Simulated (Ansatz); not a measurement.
**Ru at a changed volume — electric field gradients**

The cell is a COD entry, relaxed with PBE at fixed cell and then changed (volume scaled by 0.94, ions relaxed).

```xyz
2
Lattice="2.6506 0.0000 0.0000 -1.3253 2.2955 0.0000 0.0000 0.0000 4.1945" Properties=species:S:1:pos:R:3 pbc="T T T"
Ru    0.0000    1.5303    1.0486
Ru    1.3253    0.7652    3.1459
```

Atom numbers follow the list; atoms alike are taken as one site, whose name carries the number of the first.

The numbers come from a DFT calculation in Ansatz (PBE, plane waves and PAW, scalar-relativistic, 420 eV cutoff, Γ-centred 20×20×11 k-points, Fermi–Dirac smearing 0.05 eV).

V_zz is the principal component of the electric field gradient with the largest magnitude, η = (V_xx − V_yy)/V_zz and C_Q = eQV_zz/h.

101Ru: I = 5/2, Q = 457.0 mb. Q values from Pyykkö, Mol. Phys. 116, 1328 (2018).

```csv
site,atoms (order as listed),first shell,V_zz (10²¹ V/m²),η,C_Q (MHz)
Ru,"1, 2",12 Ru at 2.60–2.65 Å,-1.34,0.00,-14.8
```

An axis of threefold or higher order runs through Ru, so V_zz lies along it and η is zero.

The run finds no gap above 0.1 eV (a metal, or nearly one), so the gradients can move by 10 % or more with the k-mesh. Without spin–orbit coupling (the program notes it for Ru) the gradients can shift somewhat, as the gap is small. With these PAW files V_zz is typically within 2 to 3 % of all-electron values, but misses above 10 % occur on Ru. At this changed cell the PBE pressure is 28 GPa.
